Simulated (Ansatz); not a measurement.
A trial cell of Cd₄Se₃, before relaxation:

```
Cd Se
1.0
     5.77222    0.00000    0.00000
     0.00000    5.77222    0.00000
     0.00000    0.00000    5.77222
Cd Se
4 3
Direct
  0.72069 0.72069 0.72069
  0.27931 0.27931 0.72069
  0.27931 0.72069 0.27931
  0.72069 0.27931 0.27931
  0.00000 0.00000 0.50000
  0.50000 0.00000 0.00000
  0.00000 0.50000 0.00000
```

Theory: DFT PBE, scalar-relativistic, plane waves, PAW in Ansatz 0.2.0. Cutoff 420 eV, Gaussian smearing, Γ-centred meshes. Cell and atoms relax first on a coarse mesh, the cell is then made exact in the group found at 0.06 to 0.08 Å, and last on a converged mesh; the steps can't lower the symmetry of their start. No spin polarisation.

A guess keeps its type if space group and coordination stay and the shape of the cell changes little (axis ratios within about 15 %, angles within 6°); the volume may change.

Question: Does it keep its structure type, or change into something else?

Answer: It keeps its type. The symmetry stays P-43m (No. 215). The volume per atom grows by 1.1 %, from 27.5 to 27.8 Å³. The shortest distance goes from 2.61 Å (Cd–Se) to 2.68 Å (Cd–Se). Counting neighbours within 15 % of an atom's shortest distance, the start has Cd 3, Se 4 and the end Cd 3, Se 4.

Formation energies are uncorrected and refer to the elements' standard structures at the same level.

Question: At what energy does it end?

Answer: −0.344 eV/atom.

The last run used a 6×6×6 mesh for its 7-atom cell and Gaussian smearing of 0.01 eV. The reference form of Se is held partly by dispersion forces, which this level lacks. A later test with randomly moved atoms led to a structure 60 meV/atom lower, so this end is a saddle point or a shallow minimum. Another cell of the same search, in P1, lies 121 meV/atom lower, so this cell isn't the stable form at this level.
